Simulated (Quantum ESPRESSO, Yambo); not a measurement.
At a photon energy of 7.88 eV, RPA with local fields on PBEsol bands shifted by a G0W0 scissor of 2.12 eV (Quantum ESPRESSO and Yambo; 4×4×2 mesh, 106 bands, 3 Ry local-field block, 0.2 eV broadening) gives ε = 1.28 + 7.74i for CaHI (space group P4/nmm, No. 129), field along x. Axes are Cartesian, with cell vectors (Å) (3.98, 0.00, 0.00), (0.00, 3.98, 0.00), (0.00, 0.00, 8.59).

Task: Work out n, κ, the normal-incidence reflectivity, the absorption coefficient and the penetration depth.

Result: 
|ε| = 7.85; n = √((|ε| + ε1)/2) = 2.14, κ = √((|ε| − ε1)/2) = 1.81. R = ((n − 1)² + κ²)/((n + 1)² + κ²) = 0.35. α = 2Eκ/(ħc) with ħc = 197.327 eV nm: 0.1447 per nm = 14 × 10⁵ per cm, a 1/e depth of 6.9 nm. The computed direct gap is 5.33 eV, and the energy scale of the real crystal may differ from it. Excitonic effects are left out, and values at one energy depend on mesh and broadening. The scissor comes from a G0W0 run whose convergence isn't established. Convergence of the RPA response with its 4×4×2 mesh was not tested.

Spin-orbit coupling is not included.

Geometry relaxed with PBE+D3(BJ); primitive cell a = b = 3.980 Å, c = 8.591 Å, α = β = γ = 90.00°.
